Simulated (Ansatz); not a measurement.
Values for one crystal, relaxed and computed with the program Ansatz at the r²SCAN level (PAW); other levels are named.

| Quantity | Result |
|---|---|
| Volume per atom | 12.79 Å³ |
| Electronic character | metallic (no gap) |
| Gap with spin–orbit coupling | none (metallic) |
| Density of states at the Fermi level | 0.97 states/eV per atom (mean over ±0.08 eV) |
| Pressure derivative B′ | 4.2 |
| Formation energy from the elements (no fitted shifts) | -1.23 eV/atom |
| Bulk modulus (Birch–Murnaghan fit) | 171 GPa |

Pick the material that matches.
A) YTe3, Cmcm (Y on 4c, Te on 4c, Te on 4c, Te on 4c)
B) YTaN3, R3c (Y on 6a, Ta on 6a, N on 18b)
C) Y2MgGe2, P4/mbm (Y on 4h, Mg on 2a, Ge on 4g)
D) YSiPt, Pnma (Y on 4c, Si on 4c, Pt on 4c)

B, YTaN3, R3c (Y on 6a, Ta on 6a, N on 18b)

The start of the workflow was typed in or built on a structure type; neither database checked (COD, Materials Project) lists it. Whether it is the stable phase at ambient conditions was not checked. The cell was relaxed with r²SCAN under the symmetry of its start; its stability against distortions is not shown here. The run is not spin-polarised. The references are the lowest solids computed at this level, not always the standard phases (solids in place of the gases). Scalar-relativistic: spin–orbit coupling is off unless named, which matters more the heavier the elements.

Potentials: the earlier of the program's two PAW sets.
